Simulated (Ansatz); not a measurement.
Relaxed-ion elastic tensor of GeS in space group Pnma (No. 62; Ge on 4c, S on 4c) in GPa (Voigt order), the program Ansatz at the LDA level (PAW); density 4.58 g/cm³, 18.98 Å³ per atom.

```tsv
	1	2	3	4	5	6
1	86.4	18.3	21.4	0.0	0.0	0.0
2	18.3	121	47.8	0.0	0.0	0.0
3	21.4	47.8	54.9	0.0	0.0	0.0
4	0.0	0.0	0.0	59.4	0.0	0.0
5	0.0	0.0	0.0	0.0	33.7	0.0
6	0.0	0.0	0.0	0.0	0.0	31.5
```

Task: Is the crystal mechanically stable?

Result: Yes: the smallest eigenvalue of C is 27.7 GPa.

Task: Work out the Voigt, Reuss and Hill averages.

Result: K_V = 48.6, K_R = 43.1, K_H = 45.8; G_V = 36.6, G_R = 28.8, G_H = 32.7 GPa.

Task: Give Young's modulus, Poisson's ratio, Pugh's ratio and the universal anisotropy index.

Result: E = 9KG/(3K + G) = 79.2 GPa; ν = 0.21; K/G = 1.40 (brittle by the Pugh limit of 1.75); A_U = 5G_V/G_R + K_V/K_R − 6 = 1.46.

Task: Estimate the sound speeds and the Debye temperature.

Result: v_l = √((K + 4G/3)/ρ) = 4420 m/s, v_t = √(G/ρ) = 2670 m/s, mean 2950 m/s; Θ = (h/k)(3n/4πV)^(1/3) v_m = 330 K.

Task: How much does each axis shrink under pressure?

Result: Linear compressibilities β_i = Σ_j S_ij (j = 1 to 3): x 7.8, y 1.7, z 14 per TPa.

Symmetry was held in the LDA relaxation. A crystal of weakly bound layers computed without a dispersion correction: the cell and the soft elastic constants depend strongly on that.

Potentials: the later of the program's two PAW sets.
